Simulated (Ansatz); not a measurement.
RuS2 — ³³S NMR of the central transition

Cell: a structure deposited in the COD, ions relaxed with PBE at fixed cell.

```cif
data_RuS2
_symmetry_space_group_name_H-M 'Pa-3'
_symmetry_Int_Tables_number 205
_cell_length_a 5.5700
_cell_length_b 5.5700
_cell_length_c 5.5700
_cell_angle_alpha 90.000
_cell_angle_beta 90.000
_cell_angle_gamma 90.000
loop_
_atom_site_label
_atom_site_type_symbol
_atom_site_symmetry_multiplicity
_atom_site_Wyckoff_symbol
_atom_site_fract_x
_atom_site_fract_y
_atom_site_fract_z
Ru Ru 4 a 0.0000 0.0000 0.0000
S S 8 c 0.6132 0.6132 0.6132
```

One atom of each set is listed.

Level of theory: DFT, r2SCAN, plane waves and PAW, scalar-relativistic, collinear spin, 500 eV cutoff, Γ-centred 6×6×6 k-points, Fermi–Dirac smearing 0.05 eV (Ansatz 0.2.0). Start moments as typed (μB): 2 on each Ru, none on the rest.

³³S has I = 3/2 and Q = -69.40 mb (Pyykkö 2018); at 23.5 T its Larmor frequency is ν₀ = 76.9 MHz. Only the quadrupole interaction is simulated: positions count from each site's isotropic chemical shift, and shift anisotropy, dipolar and J coupling are left out.

Question: Give C_Q, η, the quadrupolar product P_Q = |C_Q|(1 + η²/3)^½, the second-order isotropic shift and the breadth of the pattern (static powder) for each S site.

Answer: 

```
site                    first shell  C_Q (MHz)     η  P_Q (MHz)  δ_QIS (ppm)  breadth (kHz)
   S  1 S at 2.18 Å, 3 Ru at 2.33 Å      -26.1  0.00       26.1        -2881           1154
```

δ_QIS = −(ν_Q²/30ν₀²)[I(I+1) − 3/4](1 + η²/3) × 10⁶ ppm with ν_Q = 3|C_Q|/[2I(2I−1)]; it falls as 1/B₀² in ppm, and the breadth as 1/B₀ in kHz.

An axis of threefold or higher order runs through S, so V_zz lies along it and η is zero. The structure holds S–S bonds (2.18 Å).

With ν_Q/ν₀ up to 0.17, terms beyond second order are no longer negligible.

At this cell the r2SCAN pressure is 7 GPa, so with r2SCAN the cell would grow if it were relaxed. The program didn't check the stability of this electronic state in full, so a lower one may lie near. Without spin–orbit coupling (the program notes it for Ru) the gradients can shift somewhat, as the gap is small. The start moments die out, and the run ends without spin.
